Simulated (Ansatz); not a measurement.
**Relaxing a structure of Si2Ni**

The start is a generated trial cell of Si2Ni in the AFLOW prototype AB2_cF48_227_c_e (as in Ti2C). A full variable-cell relaxation at zero pressure is run with r2SCAN (plane waves to 500 eV, PAW, scalar-relativistic; Ansatz, a quantum-chemistry and plane-wave program). The first steps use a coarse 4×4×4 k-mesh.

Starting cell:
```
CELL_PARAMETERS angstrom
      0.00000     4.14199     4.14199
      4.14199     0.00000     4.14199
      4.14199     4.14199     0.00000
ATOMIC_POSITIONS crystal
  Ni 0.62500 0.62500 0.62500
  Ni 0.12500 0.62500 0.62500
  Ni 0.62500 0.12500 0.62500
  Ni 0.62500 0.62500 0.12500
  Si 0.87000 0.87000 0.87000
  Si 0.39000 0.87000 0.87000
  Si 0.87000 0.39000 0.87000
  Si 0.87000 0.87000 0.39000
  Si 0.38000 0.38000 0.38000
  Si 0.86000 0.38000 0.38000
  Si 0.38000 0.86000 0.38000
  Si 0.38000 0.38000 0.86000
```
Spin-polarised start, with parallel moments on Ni.

Question: What is the largest force in the starting geometry, and on which atom (counted from 1)?

Answer: About 6.4 eV/Å, on Si5, Si6, Si7, Si8, Si9, Si10, Si11, Si12 (atoms numbered as listed).

Question: How much energy is released per atom?

Answer: 1.08 to 1.09 eV/atom (the two k-meshes of the run give this range).

Question: How does the volume change?

Answer: +13.4 %, from 11.84 to 13.43 Å³/atom.

Question: How do the shortest distances between atoms change?

Answer: The closest pairs of elements (up to four, under 3.6 Å), start → end: Ni–Si 2.03 → 2.38 Å; Si–Si 2.81 → 2.47 Å; Ni–Ni 2.93 → 3.05 Å.

Question: What band gap does the relaxed structure have at this level?

Answer: Zero (metallic).

Question: What magnetic moments remain?

Answer: Zero (the starting moments vanished).

The space group stays Fd-3m (No. 227) (the run could not lower it); the end is AFLOW prototype AB2_cF48_227_c_e (as in Ti2C), with 12 atoms in the primitive cell. Final values are on a 8×8×8 k-mesh of the relaxed cell. No spin polarisation in the result: the starting moments vanished. A magnetic state may lie lower.

The run could not lose the symmetry of its start: the end is stationary, and may be a saddle point rather than a minimum.

The relaxed structure here is a generated cell of Si2Ni: the first start was made by placing the elements on the sites of a structure type, and the end was not matched to a known phase here, so it may be hypothetical. Known forms of Si2Ni include space group No. 225.
